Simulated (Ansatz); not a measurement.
P:
```
P
1.0
    1.72572     0.99635     3.03238
   -1.72572     0.99635     3.03238
    0.00000    -1.99270     3.03238
P
2
Cartesian
  0.00000   0.00000   2.08671
  0.00000   0.00000   7.01041
```

Relaxed with r²SCAN+D4.

**Question.** Map the electron localisation function on the plane through (0.229, 0.229, 0.229) spanned by u = [1, 0, 0] and v = [-1, 1, 1] in lattice vectors, from the program Ansatz at the r²SCAN+D4 level (PAW).

**Answer.** x is the fraction of u, y of v (the angle between them is 86°; rows are the nearest grid lines); atoms in the plane: P at (0.00, 0.00), P at (0.08, 0.54).
```
y \ x   0.000   0.111  0.167  0.278  0.389  0.444  0.556  0.611  0.722  0.833  0.889   1.00
------  -----  ------  -----  -----  -----  -----  -----  -----  -----  -----  -----  -----
1.00    0.001   0.197  0.764  0.818  0.280  0.106  0.114  0.236  0.589  0.442  0.054  0.001
0.920   0.124   0.522  0.746  0.703  0.212  0.080  0.076  0.157  0.460  0.519  0.334  0.124
0.840   0.877   0.865  0.802  0.502  0.108  0.043  0.034  0.063  0.256  0.570  0.715  0.877
0.760   0.873   0.854  0.775  0.419  0.099  0.044  0.019  0.027  0.140  0.529  0.713  0.873
0.680   0.858   0.809  0.730  0.515  0.236  0.121  0.036  0.038  0.216  0.649  0.769  0.858
0.600   0.118   0.009  0.079  0.561  0.432  0.259  0.068  0.068  0.386  0.796  0.789  0.118
0.520   0.043  -0.002  0.005  0.608  0.523  0.332  0.089  0.082  0.444  0.874  0.880  0.043
0.480   0.410   0.012  0.073  0.638  0.507  0.319  0.086  0.078  0.404  0.873  0.907  0.410
0.400   0.892   0.768  0.699  0.603  0.348  0.198  0.060  0.052  0.210  0.732  0.852  0.892
0.320   0.656   0.651  0.568  0.315  0.113  0.064  0.029  0.027  0.065  0.270  0.438  0.656
0.240   0.575   0.522  0.415  0.153  0.043  0.028  0.028  0.039  0.106  0.296  0.418  0.575
0.160   0.842   0.879  0.839  0.521  0.099  0.051  0.064  0.117  0.367  0.611  0.694  0.842
0.0800  0.136   0.812  0.904  0.794  0.224  0.091  0.108  0.218  0.565  0.592  0.332  0.136
0.000   0.001   0.197  0.764  0.818  0.280  0.106  0.114  0.236  0.589  0.442  0.054  0.001
```

The density is the valence pseudo-density with augmentation charge, so density and ELF within about 1 Å of a nucleus are not all-electron values.

Space group R-3m (A7 (α-As type)). This is a known high-pressure phase of the composition, computed here at zero pressure and temperature. Symmetry was held in the r²SCAN+D4 relaxation; whether a distortion lowers the energy is not shown.

Potentials: the later of the program's two PAW sets.
